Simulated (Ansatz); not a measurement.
BaS:
```cif
data_Ba4S4
_chemical_formula_sum 'Ba4 S4'
_space_group_name_H-M_alt 'Fm-3m'
_space_group_IT_number 225
_space_group_name_Hall '-F 4 2 3'
_cell_length_a 6.33189
_cell_length_b 6.33189
_cell_length_c 6.33189
_cell_angle_alpha 90.000
_cell_angle_beta 90.000
_cell_angle_gamma 90.000
loop_
_atom_site_label
_atom_site_type_symbol
_atom_site_symmetry_multiplicity
_atom_site_Wyckoff_symbol
_atom_site_fract_x
_atom_site_fract_y
_atom_site_fract_z
_atom_site_occupancy
Ba1 Ba 4 a 0.00000 0.00000 0.00000 1
S1 S 4 b 0.50000 0.50000 0.50000 1
```
(The calculation used a cell of 2 atoms; values per cell refer to that cell.)

Relaxed with PBEsol. The program Ansatz at the PBEsol level (PAW) gives a gap of 2.04 eV.

Question: What gap does HSE06 give on the same cell (Ansatz, PAW)?

Answer: 3.07 eV, 1.03 eV more. The hybrid was solved on a coarser mesh and at special points; its gap is the smallest among all of these.

```json
[
 {"k": "Γ", "v1 PBEsol": "0.00", "c1 PBEsol": "3.63", "v1 HSE06": "(withheld)", "c1 HSE06": "(withheld)"},
 {"k": "X", "v1 PBEsol": "-0.09", "c1 PBEsol": "2.04", "v1 HSE06": "-0.11", "c1 HSE06": "3.07"},
 {"k": "L", "v1 PBEsol": "-1.08", "c1 PBEsol": "5.46", "v1 HSE06": "(withheld)", "c1 HSE06": "(withheld)"},
 {"k": "W", "v1 PBEsol": "-0.42", "c1 PBEsol": "4.22", "v1 HSE06": "(withheld)", "c1 HSE06": "(withheld)"},
 {"k": "K", "v1 PBEsol": "-0.46", "c1 PBEsol": "3.23", "v1 HSE06": "(withheld)", "c1 HSE06": "(withheld)"}
]
```

Question: Top valence (v1) and lowest conduction level (c1) in eV from each method's valence maximum (which need not be a listed point): supply the withheld HSE06 values.

Answer: 
- Γ, v1 HSE06: 0.00
- Γ, c1 HSE06: 4.81
- K, v1 HSE06: -0.50
- K, c1 HSE06: 4.32
- W, v1 HSE06: -0.45
- W, c1 HSE06: 5.37
- L, v1 HSE06: -1.14
- L, c1 HSE06: 6.65

Cost on shared cores: the PBEsol run (SCF on a 8×8×8 mesh, then bands and DOS) roughly 15 core-seconds, the HSE06 run (SCF on 6×6×6, then a few points) around 2.8 core-minutes (rough); the tasks are unlike.

The cell was relaxed with PBEsol under the symmetry of its start. Scalar-relativistic: spin–orbit coupling is off unless named, which matters more the heavier the elements.

Potentials: the later of the program's two PAW sets.
